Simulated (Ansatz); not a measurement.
Structure relaxation, Ag

The start is a relaxed Ag cell displaced along its unstable phonon at q = Γ (48i cm⁻¹), largest move 0.15 Å. Cell shape, volume and atoms are optimised at zero target pressure with r2SCAN (plane waves to 500 eV, PAW, scalar-relativistic; Ansatz, a quantum-chemistry and plane-wave program). The first steps use a coarse 8×8×12 k-mesh.

Input geometry:
```
CELL_PARAMETERS angstrom
      4.67680     0.00000     0.00000
     -2.33840     4.05022     0.00000
      0.00000     0.00000     2.79808
ATOMIC_POSITIONS crystal
  Ag 0.00000 0.00000 0.00000
  Ag 0.33333 0.66667 0.44639
  Ag 0.66667 0.33333 0.55361
```

**Question.** What is the largest force in the starting geometry, and on which atom (counted from 1)?

**Answer.** 0.12 eV/Å, on Ag2, Ag3 (atoms numbered as listed).

**Question.** How does the volume per atom move from start to end?

**Answer.** -1.2 %, from 17.67 to 17.45 Å³/atom.

**Question.** What band gap does the relaxed structure have at this level?

**Answer.** Zero (metallic).

**Question.** Write out the relaxed structure.

**Answer.** 
```cif
data_Ag2
_chemical_formula_sum 'Ag2'
_space_group_name_H-M_alt 'Im-3m'
_space_group_IT_number 229
_space_group_name_Hall '-I 4 2 3'
_cell_length_a 3.26800
_cell_length_b 3.26800
_cell_length_c 3.26800
_cell_angle_alpha 90.000
_cell_angle_beta 90.000
_cell_angle_gamma 90.000
loop_
_atom_site_label
_atom_site_type_symbol
_atom_site_symmetry_multiplicity
_atom_site_Wyckoff_symbol
_atom_site_fract_x
_atom_site_fract_y
_atom_site_fract_z
_atom_site_occupancy
Ag1 Ag 2 a 0.00000 0.00000 0.00000 1
```
(The calculation used a cell of 1 atom; values per cell refer to that cell.)

Final values are on a 20×20×20 k-mesh of the relaxed cell. No spin polarisation in the result.

The run could not lose the symmetry of its start: the end is stationary, and may be a saddle point rather than a minimum.

The relaxed structure here is a generated cell of Ag: the first start was made by placing the elements on the sites of a structure type, and the end was not matched to a known phase here, so it may be hypothetical. Known forms of Ag include space group No. 225.
